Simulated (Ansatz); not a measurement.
The elements of this relaxed trial crystal are hidden behind letters.

```
lattice vectors (Å)
   4.0373    0.0000    0.0000
   0.0000    4.0373    0.0000
   0.0000    0.0000    5.6920
fractional positions
X 0.0000 0.0000 0.0000
X 0.5000 0.5000 0.5000
Z 0.5000 0.5000 0.0000
Q 0.0000 0.0000 0.5000
```

Computed with DFT PBE, scalar-relativistic, plane waves, PAW (Ansatz). Settings of the last relaxation (4-atom cell): 420 eV, 12×12×8 k points, Gaussian smearing of 0.10 eV, no spin polarisation.

```
Space group                                : P4/mmm (No. 123)
Conventional cell                          : a = 4.037 Å, c = 5.692 Å
Volume per atom                            : 23.19 Å³
Density                                    : 4.52 g/cm³
Formation energy                           : −0.49 eV/atom
Gap on the 12×12×8 mesh of the 4-atom cell : 0 eV (a metal)
```

Energies are uncorrected and count from the elements' standard states at the same level.

Question: X is a d-block element of period 4, Z is a p-block element of period 5 and Q is a p-block element of period 3. Which elements are they?

Answer: X = Sc, Z = I, Q = Cl, so the formula is Sc2ICl. Density times volume gives a mean mass of 4.52 × 23.19/1.6605 = 63.1 u per atom, and this set has 63.1 u. Around Sc on its first site lie 2 Cl at 2.85 Å and 4 I at 2.85 Å; around I lie 6 Sc at 2.85 Å; Cl is surrounded by 6 Sc at 2.85 Å; 1 more site not described. Other sets within the hints have nearly the same mass, so mass alone doesn't settle it; this one was computed.

Spin–orbit coupling, which can matter for I, is left out. Symmetry constrained the relaxation, so the result can be a saddle point.
